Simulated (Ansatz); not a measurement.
## BaP: from a guess to a relaxed structure

The calculation used DFT PBE, scalar-relativistic, plane waves, PAW (Ansatz 0.2.0). Cutoff 420 eV, Gaussian smearing, Γ-centred meshes. Cell and atoms relax first on a coarse mesh and then on a finer one. In between, the cell is made exact in the group found at 0.06 Å. In metals the finer mesh still leaves noise of several meV/atom or more. The steps can't lower the symmetry of their start. No spin polarisation.

The cell of BaP is invented: random cell by space group and Wyckoff sites (P6/mmm, No. 191). Lengths were set from tabulated atomic sizes, so they are only a guess.

Space group P6/mmm (No. 191). a = 5.113 Å, b = 5.113 Å, c = 5.060 Å, α = 90.00°, β = 90.00°, γ = 120.00°
```
atom  site  symmetry       x       y       z
  Ba    2c      -6m2  0.3333  0.6667  0.0000
   P    2d      -6m2  0.3333  0.6667  0.5000
```

Formation energies are uncorrected and refer to the elements' standard structures at the same level. The references include black phosphorus.

**Question.** Which structure results?

**Answer.** The symmetry stays P6/mmm (No. 191). The volume per atom grows by 44.9 %, from 28.6 to 41.5 Å³. The shortest distance goes from 2.53 Å (Ba–P) to 3.08 Å (Ba–P). The ratio c/a of the conventional cell changes by a factor of 1.12. The energy falls by about 0.85 eV/atom (the start's value is from the coarse mesh). Conventional cell: a = 5.578 Å, c = 6.163 Å. Around Ba lie 2 P at 3.08 Å and 3 Ba at 3.22 Å; P has 2 Ba at 3.08 Å and 3 P at 3.22 Å.

```yaml
crystal:
  lattice:
    - [5.57752, 0.00000, 0.00000]
    - [-2.78876, 4.83027, 0.00000]
    - [0.00000, 0.00000, 6.16268]
  atoms:
    - { symbol: Ba, position: [0.33333, 0.66667, 0.00000] }
    - { symbol: Ba, position: [0.66667, 0.33333, 0.00000] }
    - { symbol: P, position: [0.33333, 0.66667, 0.50000] }
    - { symbol: P, position: [0.66667, 0.33333, 0.50000] }
```

**Question.** How does it come out in energy, and is it a metal?

**Answer.** The formation energy is +0.75 eV/atom and the gap on the 12×12×8 mesh of the 4-atom cell is 0 eV (a metal).

The separate elements lie lower, so it is unstable against them.

The last run used Gaussian smearing of 0.10 eV. The reference form of P is held partly by dispersion forces, which this level lacks. A structure relaxed within its symmetry needn't be a true minimum. In all, the 3 runs took 4.2 min on 1 thread of Arm Neoverse N1, on a shared host. Another cell of BaP relaxed alike, in Pm-3m, lies 1.42 eV/atom lower, so this cell isn't the stable form at this level.
